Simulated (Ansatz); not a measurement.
Is this Ni result the lowest state?

The cell (2 atoms) is Ni as a measured crystal structure (space group Fm-3m, primitive cell doubled). Source: COD entry 4320495, which need not be the ambient phase.

Level of theory: DFT, r2SCAN, PAW, plane waves, scalar-relativistic in Ansatz.

```yaml
crystal:
  lattice:
    - [0.0, 1.76598, 1.76598]
    - [1.76598, 0.0, 1.76598]
    - [3.53196, 3.53196, 0.0]
  atoms:
    - { symbol: Ni, position: [0.0, 0.0, 0.0], spin: 0.2 }
    - { symbol: Ni, position: [0.0, 0.0, 0.5], spin: 0.2 }
magnetization:
  spin_polarized: true
hamiltonian:
  xc: r2scan
  pseudopotentials: { kind: paw }
basis:
  ecutwfc: 500
kpoints:
  mp_grid: { grid: [12, 12, 6] }
scf:
  occupations: { method: fermi_dirac, width: 0.05 }
  lower_state_search: "off"
output:
  forces: true
  stress: true
```

Time: 7.5 s on 2 threads of Intel(R) Xeon(R) 6975P-C, with other jobs on the host, peak memory 0.46 GiB.

The end of the output:

```
SCF converged after 21 iterations
Magnetization: 1.4899 μB (18.7449 up, 17.2551 down)
Absolute magnetization: 1.8645 μB (∫|ρ↑−ρ↓|, with the PAW one-centre terms)
Spin contamination: 0.0475 ħ² per cell (⟨S²⟩ above its minimum at these occupations)
Per-site moments (μB) at R_I (Å): [(0.8181, 1.0302), (0.8181, 1.0302)]
Free energy (F): -11690.569750 eV
Harris-Foulkes:  -11690.569750 eV  (|F-HF|=2.17e-9)
Internal energy: -11690.553177 eV  (E = F + TS)
E sigma→0 (E₀):  -11690.561463 eV
Entropy (-TS):   -0.016573 eV (-8.286 meV/atom)
Fermi energy:    17.837448 eV
--- Forces (eV/Å), atoms counted from 1 ---
  atom   1  Ni     0.00000000     0.00000000     0.00000000
  atom   2  Ni     0.00000000     0.00000000    -0.00000000
--- Stress (GPa, compression-positive) ---
       -9.110028      -0.000000       0.000000
       -0.000000      -9.110028       0.000000
        0.000000       0.000000      -9.110028
  P = ⅓ Tr σ = -9.1100 GPa (-91.100 kbar)
```

r2SCAN tends to overstate moments and magnetic energies in itinerant metals.

Site moments are taken inside atomic spheres and don't add up to the total.

Would you trust this as the ground state? If a lower solution is known, describe it.

As far as the runs go, yes: it is the lowest of 3 states reached by 12 converged runs, and the next lies 95.3 meV/atom higher (antiferromagnetic, site moments Ni1 0.53, Ni2 -0.53 μB, total 0.00 μB per cell, no gap on the k-mesh). That doesn't prove a ground state. This multiple of the primitive cell fits some opposed orders; other multiples fit others. Orders that need a larger cell or non-collinear spins weren't tried.
